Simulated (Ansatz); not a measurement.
Equation of state of Ga from a dense series

```
CELL_PARAMETERS angstrom
-1.40400 1.40400 2.22900
1.40400 -1.40400 2.22900
1.40400 1.40400 -2.22900
ATOMIC_POSITIONS crystal
Ga 0.00000 0.00000 0.00000
```

The cell is COD entry 9012723, as deposited and not checked against the literature; nothing was relaxed.

Theory: DFT, PBEsol, all-electron LAPW, scalar-relativistic (Ansatz 0.2.0).

The runs use a Γ-centred 16×16×16 k mesh, Fermi–Dirac smearing of 0.03 eV, basis error target 1 meV/atom, no spin polarisation.

The cell is scaled evenly. Fractional coordinates are held (clamped ions).

```tsv
V (Å³/atom)	P (GPa)
16.521	5.11
16.872	3.46
17.224	1.99
17.400	1.30
17.575	0.64
17.751	0.02
17.927	-0.58
18.278	-1.67
```

Fit a third-order Birch–Murnaghan curve to the pressures.

P = (3B0/2)(y^(7/2) − y^(5/2))[1 + (3/4)(B0′ − 4)(y − 1)] with y = (V0/V)^(2/3) fits within 0.01 GPa for V0 = 17.757 Å³/atom, B0 = 61.2 GPa and B0′ = 4.02.

Predict the pressure at the withheld volume, 18.630 Å³/atom.

There y = 0.9685, so the fit gives -2.67 GPa; the run gave -2.65 GPa.
